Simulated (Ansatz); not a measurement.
HfO$_{2}$ (tetragonal-ZrO2 type, space group P4_2/nmc)

```xyz
6
Lattice="3.5770 0.0000 0.0000 0.0000 3.5770 0.0000 0.0000 0.0000 5.2036" Properties=species:S:1:pos:R:3 pbc="T T T"
Hf     0.0000     0.0000     0.0000
Hf     1.7885     1.7885     2.6018
O      0.0000     1.7885     1.0202
O      0.0000     1.7885     3.6220
O      1.7885     0.0000     1.5816
O      1.7885     0.0000     4.1834
```

The slice is a (010) plane (indices of the conventional cell) through the point (0.000, 0.000, 0.000) (fractional), spanned by u = [100] and v = [001] in vectors of this cell: u (3.58 Å) and v (5.20 Å, at 90° to u). It covers one period; positions are fractions (u, v).

These are r2SCAN (plane waves to 500 eV, PAW, scalar-relativistic; Ansatz, an electronic-structure program) values and carry that method's errors. k mesh 9×9×7. These are valence fields of a PAW run, semicore shells included where kept as valence: close to a nucleus they are smooth pseudo fields. HfO2 is run without spin polarisation. HfO2 was relaxed with its symmetry unable to fall. Spin-orbit coupling is left out, though Hf is heavy. The PAW data are Ansatz's earlier set. This is a high-temperature form of HfO2.

Three fields on this plane, each scaled to ten steps between its own extremes (0 low, 9 high; the total valence density on a logarithmic scale, the potential cut 8 eV below its top; x marks points blanked near nuclei; v = 0 in the bottom row):

Map A
```
|xxxxx88xxxx88xxxx|
|xxxx99xxxxxx99xxx|
|xxx99xxxxxxxx99xx|
|xx888xxxxxxxx888x|
|66668xxxxxxxx8666|
|44457xxxxxxxx7544|
|22346xxxxxxxx6432|
|122356xxxxxx65322|
|11123567887653211|
|00112345665432110|
|00012345555432100|
|00023456776543200|
|0013467xxxx764310|
|012357xxxxxx75321|
|11246xxxxxxxx6421|
|12357xxxxxxxx7532|
|23457xxxxxxxx7543|
|44457xxxxxxxx7544|
|66667xxxxxxxx7666|
|xx8777xxxxxx7778x|
|xxx976778877679xx|
|xxxx9755665579xxx|
|xxxxx76555567xxxx|
|xxxxx87777778xxxx|
```

Map B
```
|xxxxx47xxxx74xxxx|
|xxxx37xxxxxx73xxx|
|xxx13xxxxxxxx31xx|
|xx013xxxxxxxx310x|
|00002xxxxxxxx2000|
|00002xxxxxxxx2000|
|00001xxxxxxxx1000|
|000013xxxxxx31000|
|00000137997310000|
|00000012222100000|
|00000011111100000|
|00001234554321000|
|0001248xxxx842100|
|000149xxxxxx94100|
|00126xxxxxxxx6210|
|00138xxxxxxxx8310|
|00139xxxxxxxx9310|
|00137xxxxxxxx7310|
|00025xxxxxxxx5200|
|xx0137xxxxxx7310x|
|xxx123589985321xx|
|xxxx1112222111xxx|
|xxxxx00111100xxxx|
|xxxxx12444421xxxx|
```

Map C
```
|xxxxx25xxxx52xxxx|
|xxxx34xxxxxx43xxx|
|xxx32xxxxxxxx23xx|
|xx314xxxxxxxx413x|
|11017xxxxxxxx7101|
|00027xxxxxxxx7200|
|00026xxxxxxxx6200|
|000137xxxxxx73100|
|00001357887531000|
|00000011221100000|
|00000001111000000|
|00001244554421000|
|0001479xxxx974100|
|001379xxxxxx97310|
|00158xxxxxxxx8510|
|00159xxxxxxxx9510|
|00149xxxxxxxx9410|
|00028xxxxxxxx8200|
|11014xxxxxxxx4101|
|xx4114xxxxxx4114x|
|xxx611378873116xx|
|xxxx5101221015xxx|
|xxxxx10011001xxxx|
|xxxxx11455411xxxx|
```

Task: Assign the maps to these fields: density of the highest valence band (whole band, smooth part); electron localisation function (ELF); valence electron density.

Result: A is the valence electron density; B is the density of the highest valence band (whole band, smooth part); C is the electron localisation function (ELF).
